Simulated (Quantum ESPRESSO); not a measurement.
## Si6AlN (input and log of a self-consistent run)

Computed values, not a measurement. The program is pw.x of Quantum ESPRESSO 7.5 (plane-wave density functional theory). The cell is made up: 8 atoms on a zincblende/diamond lattice, with randomly drawn elements, strain and displacements, not relaxed. PseudoDojo standard norm-conserving files (v0.5 for PBE, v0.4.1 for LDA and PBEsol) set the functional; there is no spin polarisation, spin-orbit coupling or dispersion term, and the masses in the input are unused placeholders.

Input:

```
&control calculation='scf', pseudo_dir='./dojo.nc.sr.pbe.v0_5.standard.upf', outdir='./o', disk_io='medium', tprnfor=.true., tstress=.true. /
&system ibrav=0, nat=8, ntyp=3, nbnd=26, ecutwfc=84.00895049, nosym=.true., tot_charge=0,
 occupations='smearing', smearing='fd', degauss=0.0073498644
/
&electrons conv_thr=7.350e-09, electron_maxstep=60, /
ATOMIC_SPECIES
Al 1.0 Al.upf
N 1.0 N.upf
Si 1.0 Si.upf
CELL_PARAMETERS angstrom
5.4159 -0.0026 0.0434
-0.0026 5.3457 0.023
0.0434 0.023 5.2854
ATOMIC_POSITIONS angstrom
Si -0.0875 0.0153 -0.1617
Al -0.0834 2.7053 2.5711
Si 2.5987 0.0014 2.652
Si 2.646 2.5491 -0.1089
Si 1.3027 1.3859 1.1004
Si 1.3873 4.0076 3.9159
Si 3.9993 1.1804 4.0931
N 4.0517 3.9054 1.3986
K_POINTS automatic
6 6 6 1 1 1
```

The log is shortened where brackets say so; the opening notice, blank lines, dates and the lines on written files are dropped, and the path of the files is cut. It prints rydbergs, bohrs and kilobars, and counts compression as positive stress.

```
     Program PWSCF v.7.5
     Parallel version (MPI & OpenMP), running on       1 processor cores
     Number of MPI processes:                 1
     Threads/MPI process:                     1
     [start-up lines left out]
     bravais-lattice index     =            0
     lattice parameter (alat)  =      10.2349  a.u.
     unit-cell volume          =    1032.5542 (a.u.)^3
     number of atoms/cell      =            8
     number of atomic types    =            3
     number of electrons       =        32.00
     number of Kohn-Sham states=           26
     kinetic-energy cutoff     =      84.0090  Ry
     charge density cutoff     =     336.0358  Ry
     scf convergence threshold =      7.3E-09
     mixing beta               =       0.7000
     number of iterations used =            8  plain     mixing
     Exchange-correlation= PBE
                           (   1   4   3   4   0   0   0)
     [axes and pseudopotential details left out]
   Cartesian axes
     site n.     atom                  positions (alat units)
         1        Si     tau(   1) = (  -0.0161556   0.0028249  -0.0298556  )
         2        Al     tau(   2) = (  -0.0153986   0.4994946   0.4747165  )
         3        Si     tau(   3) = (   0.4798125   0.0002585   0.4896535  )
         4        Si     tau(   4) = (   0.4885457   0.4706545  -0.0201068  )
         5        Si     tau(   5) = (   0.2405248   0.2558864   0.2031730  )
         6        Si     tau(   6) = (   0.2561449   0.7399455   0.7230144  )
         7        Si     tau(   7) = (   0.7384130   0.2179438   0.7557318  )
         8        N      tau(   8) = (   0.7480879   0.7210758   0.2582313  )
     number of k points=   108  Fermi-Dirac smearing, width (Ry)=  0.0073
     Number of k-points >= 100: set verbosity='high' to print them.
     Dense  grid:   107349 G-vectors     FFT dimensions: (  60,  60,  60)
     Estimated max dynamical RAM per process >     124.70 MB
     Initial potential from superposition of free atoms
     starting charge      31.9939, renormalised to      32.0000
     Starting wfcs are   32 randomized atomic wfcs
     total cpu time spent up to now is       23.3 secs
     per-process dynamical memory:    98.3 Mb
     Self-consistent Calculation
     iteration #  1     ecut=    84.01 Ry     beta= 0.70
     Davidson diagonalization with overlap
     ethr =  1.00E-02,  avg # of iterations =  4.9
     total cpu time spent up to now is       87.3 secs
     total energy              =     -75.59666475 Ry
     estimated scf accuracy    <       0.64355717 Ry
     iteration #  2     ecut=    84.01 Ry     beta= 0.70
     Davidson diagonalization with overlap
     ethr =  2.01E-03,  avg # of iterations =  3.3
     total cpu time spent up to now is      145.1 secs
     total energy              =     -75.31870093 Ry
     estimated scf accuracy    <       3.65958531 Ry
     iteration #  3     ecut=    84.01 Ry     beta= 0.70
     Davidson diagonalization with overlap
     ethr =  2.01E-03,  avg # of iterations =  2.6
     total cpu time spent up to now is      212.8 secs
     total energy              =     -75.86263423 Ry
     estimated scf accuracy    <       0.07982799 Ry
     iteration #  4     ecut=    84.01 Ry     beta= 0.70
     Davidson diagonalization with overlap
     ethr =  2.49E-04,  avg # of iterations =  3.7
     total cpu time spent up to now is      277.3 secs
     total energy              =     -75.87775450 Ry
     estimated scf accuracy    <       0.00721709 Ry
     iteration #  5     ecut=    84.01 Ry     beta= 0.70
     Davidson diagonalization with overlap
     ethr =  2.26E-05,  avg # of iterations =  8.8
     total cpu time spent up to now is      364.2 secs
     total energy              =     -75.87882065 Ry
     estimated scf accuracy    <       0.00224903 Ry
     iteration #  6     ecut=    84.01 Ry     beta= 0.70
     Davidson diagonalization with overlap
     ethr =  7.03E-06,  avg # of iterations =  3.1
     total cpu time spent up to now is      421.4 secs
     total energy              =     -75.87924146 Ry
     estimated scf accuracy    <       0.00018615 Ry
     iteration #  7     ecut=    84.01 Ry     beta= 0.70
     Davidson diagonalization with overlap
     ethr =  5.82E-07,  avg # of iterations =  3.9
     total cpu time spent up to now is      483.2 secs
     total energy              =     -75.87927535 Ry
     estimated scf accuracy    <       0.00000667 Ry
     iteration #  8     ecut=    84.01 Ry     beta= 0.70
     Davidson diagonalization with overlap
     ethr =  2.08E-08,  avg # of iterations =  3.6
     total cpu time spent up to now is      550.4 secs
     total energy              =     -75.87927856 Ry
     estimated scf accuracy    <       0.00000235 Ry
     iteration #  9     ecut=    84.01 Ry     beta= 0.70
     Davidson diagonalization with overlap
     c_bands:  1 eigenvalues not converged
     ethr =  7.35E-09,  avg # of iterations =  2.2
     total cpu time spent up to now is      598.6 secs
     total energy              =     -75.87927893 Ry
     estimated scf accuracy    <       0.00000052 Ry
     iteration # 10     ecut=    84.01 Ry     beta= 0.70
     Davidson diagonalization with overlap
     ethr =  1.61E-09,  avg # of iterations =  1.2
     total cpu time spent up to now is      648.5 secs
     total energy              =     -75.87927898 Ry
     estimated scf accuracy    <       0.00000003 Ry
     iteration # 11     ecut=    84.01 Ry     beta= 0.70
     Davidson diagonalization with overlap
     ethr =  1.03E-10,  avg # of iterations =  2.9
     total cpu time spent up to now is      714.3 secs
     End of self-consistent calculation
     Number of k-points >= 100: set verbosity='high' to print the bands.
     the Fermi energy is     5.6107 ev
!    total energy              =     -75.87927899 Ry
     estimated scf accuracy    <          3.2E-09 Ry
     smearing contrib. (-TS)   =      -0.00422426 Ry
     internal energy E=F+TS    =     -75.87505473 Ry
     The total energy is F=E-TS. E is the sum of the following terms:
     one-electron contribution =       9.04357646 Ry
     hartree contribution      =      10.02101364 Ry
     xc contribution           =     -26.49245366 Ry
     ewald contribution        =     -68.44719117 Ry
     convergence has been achieved in  11 iterations
     Forces acting on atoms (cartesian axes, Ry/au):
     atom    1 type  3   force =     0.04918143   -0.12034291    0.11883951
     atom    2 type  1   force =    -0.06337714    0.02836439   -0.04693559
     atom    3 type  3   force =     0.06608672   -0.00006699   -0.10050902
     atom    4 type  3   force =     0.05815142    0.11904468    0.03757478
     atom    5 type  3   force =    -0.03554314   -0.06199324    0.08539503
     atom    6 type  3   force =    -0.03167337   -0.03164878    0.02916353
     atom    7 type  3   force =    -0.03352288    0.05303709   -0.11845061
     atom    8 type  2   force =    -0.00930304    0.01360575   -0.00507763
     Total force =     0.324040     Total SCF correction =     0.000063
     Computing stress (Cartesian axis) and pressure
          total   stress  (Ry/bohr**3)                   (kbar)     P=       21.35
   0.00017356   0.00006294  -0.00015038           25.53        9.26      -22.12
   0.00006294   0.00014202  -0.00013229            9.26       20.89      -19.46
  -0.00015038  -0.00013229   0.00011988          -22.12      -19.46       17.63
     init_run     :     19.56s CPU     23.20s WALL (       1 calls)
     electrons    :    642.87s CPU    691.00s WALL (       1 calls)
     forces       :     14.97s CPU     15.09s WALL (       1 calls)
     stress       :     55.03s CPU     55.19s WALL (       1 calls)
     [timing details left out]
     PWSCF        :  12m12.84s CPU  13m 6.47s WALL
     JOB DONE.
```

In other units: free energy -1032.390 eV for the cell, pressure 2.14 GPa, largest force component 3.094 eV/Å. A rerun of the same cell at another strain at 1437 eV and a 8 x 8 x 8 mesh moved values by no more than 0.002 eV in energy, 0.03 GPa in stress and 0.006 eV/Å in force.